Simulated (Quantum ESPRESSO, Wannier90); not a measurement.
Wannier functions of Sb (R-3m)

```
Sb
1.0
   -2.17706     3.77079     0.00000
   -4.35413     0.00000     0.00000
   -2.17706     1.25693     3.82988
Sb
2
Direct
  0.73174   0.73174   0.80478
  0.26826   0.26826   0.19522
```

Cell from Materials Project (mp-104), symmetrised, no further relaxation. This is the element's usual structure. Computed values, not measurements, from PBEsol: Quantum ESPRESSO (norm-conserving PseudoDojo potentials, cutoff 64 Ry, no spin polarisation, no spin-orbit coupling) on a Γ-centred 8×8×8 mesh, then Wannier90. Density: 8×8×8 mesh, cold smearing 0.01 Ry. The cell is built of weakly bound layers, chains or molecules, whose nearest atoms lie 3.43 Å apart. Database cells relaxed without dispersion often hold them too far apart, which can enlarge gaps and weakens couplings between them; spacing and stacking were not compared with the measured crystal. Spin-orbit coupling is left out although heavy elements are present.

Base run: 8 functions from bands 11-25 of the 25 computed, start hydrogen-like Sb: s;p, frozen window up to 1.50 eV relative to the Fermi level, outer window open. Its settings: num_cg_steps = 5, trial_step = 2 and dis_mix_ratio = 0.5 (the program's defaults), conv_tol = 1.0e-6 over 4 steps, num_iter = 800, dis_conv_tol = 1.0e-6, dis_num_iter = 1000. One of them is changed at a time.

```json
[
 {"run": "base", "disentanglement steps": "110", "localisation steps": "763", "Ω_I (Å²)": "13.933", "Ω_total (Å²)": "16.547", "ended": "converged"},
 {"run": "conv_tol = 1.0e-4", "disentanglement steps": "110", "localisation steps": "151", "Ω_I (Å²)": "13.933", "Ω_total (Å²)": "17.177", "ended": "converged"},
 {"run": "conv_tol = 1.0e-10", "disentanglement steps": "110", "localisation steps": "800", "Ω_I (Å²)": "13.933", "Ω_total (Å²)": "16.547", "ended": "step limit"},
 {"run": "dis_mix_ratio = 0.2", "disentanglement steps": "293", "localisation steps": "764", "Ω_I (Å²)": "13.933", "Ω_total (Å²)": "16.547", "ended": "converged"}
]
```
